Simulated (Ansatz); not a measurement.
WC under uniaxial strain: field gradients at the nuclei

Cell: a COD entry, whose atoms a relaxation with PBE at fixed cell left in place.

```xyz
2
Lattice="2.8982 0.0000 0.0000 -1.4491 2.5099 0.0000 0.0000 0.0000 2.8314" Properties=species:S:1:pos:R:3 pbc="T T T"
W     0.0000    0.0000    0.0000
C     1.4491    0.8366    1.4157
```

Atom numbers follow the list; atoms alike are taken as one site, whose name carries the number of the first.

All values are calculated (Ansatz; DFT, PBE, plane waves and PAW, scalar-relativistic, collinear spin, 420 eV cutoff, Γ-centred 18×18×16 k-points, Fermi–Dirac smearing 0.05 eV), not measured. Start moments as typed (μB): 2 on each W, none on the rest.

The cell is stretched along z (the third Cartesian axis of the run's cell), x and y held, and the ions relax again each time.

```
strain along z (%)  W: V along z (10²¹ V/m²)  C: V along z (10²¹ V/m²)
                -3                         ?                         ?
                -2                    -18.48                      0.02
                -1                    -16.05                      0.03
                 0                    -13.57                      0.07
                +1                    -11.20                      0.09
                +2                     -8.93                      0.13
                +3                     -6.71                      0.17
```

Problem. Estimate the row at -3 % from the others.

Solution. W: -20.85; C: 0.00. Worked for W: a straight line through the other 6 rows has a slope of 2.359 × 10²¹ V/m² per per cent of strain and gives -20.75 at -3 %, against -20.85 from the run, so the response is nearly linear here. Worked for C: a straight line through the other 6 rows has a slope of 0.030 × 10²¹ V/m² per per cent of strain and gives -0.02 at -3 %, against 0.00 from the run; the response is too small for these digits to tell its shape.

At this cell the PBE pressure is 9 GPa, so with PBE the cell would grow if it were relaxed. The run finds no gap above 0.1 eV (a metal, or nearly one), so the gradients can move by 10 % or more with the k-mesh. Without spin–orbit coupling the gradients at and beside W can be off by some per cent, at some sites by more. The start moments die out, and the run ends without spin.
